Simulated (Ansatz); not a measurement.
TiOF:
```xyz
6
Lattice="3.2529 -3.5971 0.0000 3.2529 3.5971 0.0000 0.0000 0.0000 2.8584" Properties=species:S:1:pos:R:3 pbc="T T T"
Ti     0.0000     0.0000     0.0000
Ti     3.2529     0.0000     1.4292
F      3.2529     1.5320     0.0000
O      5.1650     0.0000     1.4292
F      3.2529    -1.5320     0.0000
O      1.3408     0.0000     1.4292
```
The run is spin-polarised; directions of the spins, atom by atom: ↑ ↑ 0 0 0 0.

Relaxed with PBEsol in the plane-wave PAW code Ansatz. Indices refer to the conventional cell of Cmmm, a = 6.5059 Å, b = 7.1941 Å, c = 2.8584 Å, α = 90.00°, β = 90.00°, γ = 90.00°.

**Question.** Simulate the powder diffraction pattern (Cu Kα, λ = 1.54184 Å; lines above 1 %) up to 2θ = 90°.

**Answer.** Simulated powder pattern, Cu Kα, λ = 1.54184 Å (kinematic, ideal powder, no thermal factors, no anomalous dispersion; the 30 strongest lines at most, above 1 %, up to 2θ = 90°):

| 2θ (°) | d (Å) | I/Imax (%) | hkl |
|---|---|---|---|
| 24.75 | 3.597 | 100 | (020) |
| 27.42 | 3.253 | 98 | (200) |
| 36.54 | 2.459 | 92 | (111) |
| 37.27 | 2.413 | 7.3 | (220) |
| 40.07 | 2.250 | 6.8 | (130) |
| 40.30 | 2.238 | 26 | (021) |
| 42.08 | 2.147 | 22 | (201) |
| 43.59 | 2.076 | 4.7 | (310) |
| 50.76 | 1.799 | 30 | (040) |
| 51.70 | 1.768 | 64 | (131) |
| 54.63 | 1.680 | 51 | (311) |
| 56.59 | 1.626 | 20 | (400) |
| 58.65 | 1.574 | 14 | (240) |
| 62.69 | 1.482 | 7.9 | (420) |
| 65.29 | 1.429 | 15 | (002) |
| 66.73 | 1.402 | 42 | (331) |
| 67.99 | 1.379 | 3.9 | (241) |
| 70.96 | 1.328 | 7.6 | (022) |
| 71.74 | 1.316 | 3.1 | (421) |
| 72.20 | 1.308 | 9.5 | (202) |
| 75.39 | 1.261 | 4.9 | (151) |
| 77.65 | 1.230 | 2.6 | (222) |
| 79.44 | 1.206 | 11 | (440)+(132) |
| 80.03 | 1.199 | 4.1 | (060) |
| 80.03 | 1.199 | 1.5 | (350) |
| 82.56 | 1.169 | 4.5 | (511) |
| 84.77 | 1.144 | 1.1 | (530) |
| 86.51 | 1.125 | 2.4 | (260) |
| 87.10 | 1.119 | 9.7 | (042) |
| 88.42 | 1.106 | 7.0 | (351) |

The start of the workflow was typed in or built on a structure type; neither database checked (COD, Materials Project) lists it. Its standing as an ambient phase is unchecked. Symmetry was held in the PBEsol relaxation; whether a distortion lowers the energy is not shown. Spin order of the final state: ferromagnetic, chosen from 2 collinear starts compared on coarse meshes (ties went to the first, and starts can fall back to one state), not a proven ground state. No Hubbard U is applied.

Potentials: the earlier of the program's two PAW sets. The files were generated under PBE; for other functionals the program regenerates the frozen cores, and for LDA and PBEsol the local potential too.
